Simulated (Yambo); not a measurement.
Yambo run on a free-standing PtS2 monolayer (symmetry P-3m1, slab cell 15.5 Å high). The wavefunctions are PBEsol (Quantum ESPRESSO, PseudoDojo norm-conserving, 84 Ry, with spin-orbit coupling) ones on a 6×6×1 mesh (30 occupied bands); a = 3.5345 Å, b = 3.5345 Å, c = 15.5000 Å, α = 90.00°, β = 90.00°, γ = 120.00°.

Yambo input:

```
rim_cut
gw0
dyson
el_el_corr
HF_and_locXC
ppa
em1d
rim_w
RandQpts= 1000000
RandGvec= 2 Ry
CUTGeo= "slab z"
EXXRLvcs= 84 Ry
VXCRLvcs= 336 Ry
Chimod= "HARTREE"
% BndsRnXp
 9 | 172 |
%
NGsBlkXp= 6 Ry
% LongDrXp
 1.0 | 1.0 | 0.0 |
%
RandGvecW= 1000 mRy
PPAPntXp= 27.2114 eV
% GbndRnge
 1 | 114 |
%
GTermKind= "BG"
DysSolver= "n"
ExtendOut
% QPkrange
 2 | 2 | 30 | 31 |
 5 | 5 | 30 | 30 |
%
```

k points by index: 2 = (0, 0.167), 5 = (0.167, 0.167).

Table of the .qp output:

```
#    K-point    Band    Eo [eV]    E [eV]    E-Eo [eV]    Vxc [eV]    Vnlxc [eV]    Sc|Eo [eV]    Sc|E [eV]    dSc/dw|Eo [eV]    Re(Z)    Im(Z)
#
    2    30    -0.014188    -0.362085    -0.347897    -16.29222    -19.22021    2.461784    2.580094    -9.245837    0.746379    -0.003175
    2    31    2.011654    2.839641    0.827987    -15.94677    -12.53719    -2.310742    -2.581599    -8.898511    0.753558    -0.003224
    5    30    0.000000    -0.409741    -0.409741    -15.32527    -18.08705    2.212251    2.352042    -9.277073    0.745740    -0.003184
```
(The two width columns are left out.) Convergence of these settings isn't established.

Geometry relaxed with PBEsol.
